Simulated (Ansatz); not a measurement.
Consider the following.

MnSi (FeSi type, space group P2_13)

```xyz
8
Lattice="4.5182 0.0000 0.0000 0.0000 4.5182 0.0000 0.0000 0.0000 4.5182" Properties=species:S:1:pos:R:3 pbc="T T T"
Mn     0.6164     0.6164     0.6164
Mn     2.8755     1.6427     3.9018
Mn     3.9018     2.8755     1.6427
Mn     1.6427     3.9018     2.8755
Si     3.8187     3.8187     3.8187
Si     1.5596     2.9587     0.6996
Si     0.6996     1.5596     2.9587
Si     2.9587     0.6996     1.5596
```

E(V) scan at fixed shape, V₀ the volume above. The atoms relax within the cell's symmetry.

Method: PBE (plane waves to 420 eV, PAW, scalar-relativistic; Ansatz, an electronic-structure program). k mesh 10×10×10 (Γ-centred), Fermi-Dirac smearing 0.05 eV. E stands for the smeared free energy. Stress and pressure are positive under compression. MnSi was relaxed with its symmetry unable to fall. Relaxed MnSi ends ferromagnetic. The PAW data are Ansatz's earlier set. The magnetic order is the one the run started from; other orders were not tried. ΔE is measured from the relaxed starting cell.

The scan covers V/V₀ from 0.940 to 1.060 in 9 points.

### Question
What is ΔE at V/V₀ = 1.060?

### Answer
24 meV/atom.

### Question
What is ΔE at V/V₀ = 0.940?

### Answer
30 meV/atom.

(A scan under strain: stresses follow from slopes of the energy per volume, elastic moduli from its curvatures.)
